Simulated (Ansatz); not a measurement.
Input, command and steps of an Ansatz relaxation.

```yaml
crystal:
  lattice:
    - [-4.4358808093, 4.4358808093, 1.9184974348]
    - [4.4358808093, -4.4358808093, 1.9184974348]
    - [4.4358808093, 4.4358808093, -1.9184974348]
  atoms:
    - { symbol: Ti, position: [0.2911432268, 0.0012985253, 0.2924417521] }
    - { symbol: Ti, position: [0.0012985253, 0.7088567732, 0.7101552985] }
    - { symbol: Ti, position: [0.9987014747, 0.2911432268, 0.2898447015] }
    - { symbol: Ti, position: [0.7088567732, 0.9987014747, 0.7075582479] }
    - { symbol: O, position: [0.4994795304, 0.1511885838, 0.6506681142] }
    - { symbol: O, position: [0.1605345341, 0.840209362, 0.0007438961] }
    - { symbol: O, position: [0.1511885838, 0.5005204696, 0.6517090534] }
    - { symbol: O, position: [0.159790638, 0.1605345341, 0.3203251721] }
    - { symbol: O, position: [0.840209362, 0.8394654659, 0.6796748279] }
    - { symbol: O, position: [0.8488114162, 0.4994795304, 0.3482909466] }
    - { symbol: O, position: [0.8394654659, 0.159790638, 0.9992561038] }
    - { symbol: O, position: [0.5005204696, 0.8488114162, 0.3493318857] }
basis:
  ecutwfc: 500
kpoints:
  mp_grid: { grid: [8, 8, 8] }
hamiltonian:
  xc: r2scan
scf:
  occupations: { method: gaussian, width: 0.02 }
output:
  forces: true
  stress: true
  eigenvalues: true
relax:
  adjacent_minimum: "off"
  f_tol: 0.008
  max_steps: 40
```

```bash
ansatz run input.yaml --threads 2 --pin off --max-ram 5120MiB --backend cpu --events-out ev --progress --plain --runs-dir out
```

These are results of DFT r2SCAN, scalar-relativistic, plane waves, PAW in Ansatz 0.2.0, not measurements.

Of 9 frames 9 are shown, positions in Å and forces in eV/Å; the SCF threshold varies from step to step. The mark taken_back stands on steps that the optimiser undid.

```xyz
12
Lattice="-4.4359 4.4359 1.9185 4.4359 -4.4359 1.9185 4.4359 4.4359 -1.9185" Properties=species:S:1:pos:R:3:forces:R:3 pbc="T T T" step=1 free_energy_over_end_meV_per_atom=2.51
Ti    0.0115    2.5830    0.0000    0.0130   -0.4757    0.0000
Ti    6.2888    0.0115    0.0000    0.4757    0.0130    0.0000
Ti   -1.8529    4.4244    1.9185   -0.4757   -0.0130    0.0000
Ti    4.4244    1.8529    1.9185   -0.0130    0.4757    0.0000
O     1.3413    4.4313    0.0000   -0.0427   -0.0041    0.0000
O     3.0183   -3.0117    1.9185    0.0971   -0.1336    0.0000
O     4.4405    1.3413    0.0000    0.0041   -0.0427    0.0000
O     1.4242    1.4176    0.0000   -0.1336   -0.0971    0.0000
O     3.0117    3.0183    1.9185    0.1336    0.0971    0.0000
O    -0.0046    3.0946    1.9185   -0.0041    0.0427    0.0000
O     1.4176    7.4475    0.0000   -0.0971    0.1336    0.0000
O     3.0946    0.0046    1.9185    0.0427    0.0041    0.0000
12
Lattice="-4.4359 4.4359 1.9185 4.4359 -4.4359 1.9185 4.4359 4.4359 -1.9185" Properties=species:S:1:pos:R:3:forces:R:3 pbc="T T T" step=2 free_energy_over_end_meV_per_atom=0.88
Ti    0.0096    2.5732    0.0000    0.0107   -0.1602    0.0000
Ti    6.2985    0.0096    0.0000    0.1602    0.0107    0.0000
Ti   -1.8627    4.4262    1.9185   -0.1602   -0.0107    0.0000
Ti    4.4262    1.8627    1.9185   -0.0107    0.1602    0.0000
O     1.3404    4.4294    0.0000    0.0495   -0.0016    0.0000
O     3.0295   -3.0253    1.9185    0.0144   -0.0386    0.0000
O     4.4423    1.3404    0.0000    0.0016    0.0495    0.0000
O     1.4106    1.4064    0.0000   -0.0386   -0.0144    0.0000
O     3.0253    3.0295    1.9185    0.0386    0.0144    0.0000
O    -0.0065    3.0955    1.9185   -0.0016   -0.0495    0.0000
O     1.4064    7.4612    0.0000   -0.0144    0.0386    0.0000
O     3.0955    0.0065    1.9185   -0.0495    0.0016    0.0000
12
Lattice="-4.4359 4.4359 1.9185 4.4359 -4.4359 1.9185 4.4359 4.4359 -1.9185" Properties=species:S:1:pos:R:3:forces:R:3 pbc="T T T" step=3 free_energy_over_end_meV_per_atom=0.61
Ti    0.0087    2.5672    0.0000    0.0096   -0.0157    0.0000
Ti    6.3046    0.0087    0.0000    0.0157    0.0096    0.0000
Ti   -1.8687    4.4272    1.9185   -0.0157   -0.0096    0.0000
Ti    4.4272    1.8687    1.9185   -0.0096    0.0157    0.0000
O     1.3478    4.4283    0.0000    0.0018   -0.0012    0.0000
O     3.0340   -3.0313    1.9185   -0.0152   -0.0002    0.0000
O     4.4435    1.3478    0.0000    0.0012    0.0018    0.0000
O     1.4046    1.4019    0.0000   -0.0002    0.0152    0.0000
O     3.0313    3.0340    1.9185    0.0002   -0.0152    0.0000
O    -0.0076    3.0881    1.9185   -0.0012   -0.0018    0.0000
O     1.4019    7.4672    0.0000    0.0152    0.0002    0.0000
O     3.0881    0.0076    1.9185   -0.0018    0.0012    0.0000
12
Lattice="-4.4359 4.4359 1.9185 4.4359 -4.4359 1.9185 4.4359 4.4359 -1.9185" Properties=species:S:1:pos:R:3:forces:R:3 pbc="T T T" step=4 free_energy_over_end_meV_per_atom=0.60
Ti    0.0088    2.5668    0.0000    0.0088   -0.0021    0.0000
Ti    6.3050    0.0088    0.0000    0.0021    0.0088    0.0000
Ti   -1.8691    4.4271    1.9185   -0.0021   -0.0088    0.0000
Ti    4.4271    1.8691    1.9185   -0.0088    0.0021    0.0000
O     1.3481    4.4282    0.0000    0.0003   -0.0019    0.0000
O     3.0332   -3.0308    1.9185   -0.0082   -0.0043    0.0000
O     4.4436    1.3481    0.0000    0.0019    0.0003    0.0000
O     1.4050    1.4026    0.0000   -0.0043    0.0082    0.0000
O     3.0308    3.0332    1.9185    0.0043   -0.0082    0.0000
O    -0.0077    3.0877    1.9185   -0.0019   -0.0003    0.0000
O     1.4026    7.4667    0.0000    0.0082    0.0043    0.0000
O     3.0877    0.0077    1.9185   -0.0003    0.0019    0.0000
12
Lattice="-4.4359 4.4359 1.9185 4.4359 -4.4359 1.9185 4.4359 4.4359 -1.9185" Properties=species:S:1:pos:R:3:forces:R:3 pbc="T T T" step=5 free_energy_over_end_meV_per_atom=0.60
Ti    0.0099    2.5667    0.0000    0.0083    0.0008    0.0000
Ti    6.3051    0.0099    0.0000   -0.0008    0.0083    0.0000
Ti   -1.8692    4.4259    1.9185    0.0008   -0.0083    0.0000
Ti    4.4259    1.8692    1.9185   -0.0083   -0.0008    0.0000
O     1.3483    4.4273    0.0000   -0.0010   -0.0035    0.0000
O     3.0331   -3.0308    1.9185   -0.0055   -0.0037    0.0000
O     4.4444    1.3483    0.0000    0.0035   -0.0010    0.0000
O     1.4051    1.4028    0.0000   -0.0037    0.0055    0.0000
O     3.0308    3.0331    1.9185    0.0037   -0.0055    0.0000
O    -0.0085    3.0876    1.9185   -0.0035    0.0010    0.0000
O     1.4028    7.4666    0.0000    0.0055    0.0037    0.0000
O     3.0876    0.0085    1.9185    0.0010    0.0035    0.0000
12
Lattice="-4.4359 4.4359 1.9185 4.4359 -4.4359 1.9185 4.4359 4.4359 -1.9185" Properties=species:S:1:pos:R:3:forces:R:3 pbc="T T T" step=6 free_energy_over_end_meV_per_atom=32.58 taken_back
Ti    0.2051    2.5558    0.0000   -1.5646    1.9938    0.0000
Ti    6.3160    0.2051    0.0000   -1.9938   -1.5646    0.0000
Ti   -1.8801    4.2308    1.9185    1.9938    1.5646    0.0000
Ti    4.2308    1.8801    1.9185    1.5646   -1.9938    0.0000
O     1.3708    4.2867    0.0000    0.2342    0.1150    0.0000
O     3.0167   -3.0199    1.9185    1.5240    1.2478    0.0000
O     4.5851    1.3708    0.0000   -0.1150    0.2342    0.0000
O     1.4160    1.4192    0.0000    1.2478   -1.5240    0.0000
O     3.0199    3.0167    1.9185   -1.2478    1.5240    0.0000
O    -0.1492    3.0650    1.9185    0.1150   -0.2342    0.0000
O     1.4192    7.4558    0.0000   -1.5240   -1.2478    0.0000
O     3.0650    0.1492    1.9185   -0.2342   -0.1150    0.0000
12
Lattice="-4.4359 4.4359 1.9185 4.4359 -4.4359 1.9185 4.4359 4.4359 -1.9185" Properties=species:S:1:pos:R:3:forces:R:3 pbc="T T T" step=7 free_energy_over_end_meV_per_atom=0.01
Ti    0.0907    2.5712    0.0000   -0.0106   -0.0109    0.0000
Ti    6.3005    0.0907    0.0000    0.0109   -0.0106    0.0000
Ti   -1.8646    4.3451    1.9185   -0.0109    0.0106    0.0000
Ti    4.3451    1.8646    1.9185    0.0106    0.0109    0.0000
O     1.3515    4.3635    0.0000   -0.0048   -0.0017    0.0000
O     3.0419   -3.0218    1.9185    0.0048    0.0154    0.0000
O     4.5083    1.3515    0.0000    0.0017   -0.0048    0.0000
O     1.4141    1.3940    0.0000    0.0154   -0.0048    0.0000
O     3.0218    3.0419    1.9185   -0.0154    0.0048    0.0000
O    -0.0724    3.0844    1.9185   -0.0017    0.0048    0.0000
O     1.3940    7.4577    0.0000   -0.0048   -0.0154    0.0000
O     3.0844    0.0724    1.9185    0.0048    0.0017    0.0000
12
Lattice="-4.4359 4.4359 1.9185 4.4359 -4.4359 1.9185 4.4359 4.4359 -1.9185" Properties=species:S:1:pos:R:3:forces:R:3 pbc="T T T" step=8 free_energy_over_end_meV_per_atom=0.14 taken_back
Ti    0.0634    2.5694    0.0000    0.0212   -0.0075    0.0000
Ti    6.3023    0.0634    0.0000    0.0075    0.0212    0.0000
Ti   -1.8665    4.3725    1.9185   -0.0075   -0.0212    0.0000
Ti    4.3725    1.8665    1.9185   -0.0212    0.0075    0.0000
O     1.3475    4.3838    0.0000    0.0228   -0.0112    0.0000
O     3.0391   -3.0245    1.9185   -0.0153   -0.0074    0.0000
O     4.4879    1.3475    0.0000    0.0112    0.0228    0.0000
O     1.4113    1.3968    0.0000   -0.0074    0.0153    0.0000
O     3.0245    3.0391    1.9185    0.0074   -0.0153    0.0000
O    -0.0521    3.0884    1.9185   -0.0112   -0.0228    0.0000
O     1.3968    7.4604    0.0000    0.0153    0.0074    0.0000
O     3.0884    0.0521    1.9185   -0.0228    0.0112    0.0000
12
Lattice="-4.4359 4.4359 1.9185 4.4359 -4.4359 1.9185 4.4359 4.4359 -1.9185" Properties=species:S:1:pos:R:3:forces:R:3 pbc="T T T" step=9 free_energy_over_end_meV_per_atom=0.00
Ti    0.0867    2.5706    0.0000   -0.0007   -0.0012    0.0000
Ti    6.3012    0.0867    0.0000    0.0012   -0.0007    0.0000
Ti   -1.8653    4.3491    1.9185   -0.0012    0.0007    0.0000
Ti    4.3491    1.8653    1.9185    0.0007    0.0012    0.0000
O     1.3510    4.3657    0.0000   -0.0005   -0.0004    0.0000
O     3.0413   -3.0212    1.9185    0.0009    0.0011    0.0000
O     4.5061    1.3510    0.0000    0.0004   -0.0005    0.0000
O     1.4147    1.3946    0.0000    0.0011   -0.0009    0.0000
O     3.0212    3.0413    1.9185   -0.0011    0.0009    0.0000
O    -0.0702    3.0849    1.9185   -0.0004    0.0005    0.0000
O     1.3946    7.4571    0.0000   -0.0009   -0.0011    0.0000
O     3.0849    0.0702    1.9185    0.0005    0.0004    0.0000
```

Time: 4.2 min on 2 threads of Intel(R) Xeon(R) 6975P-C (Granite Rapids), on a shared host, peak memory 1.3 GiB.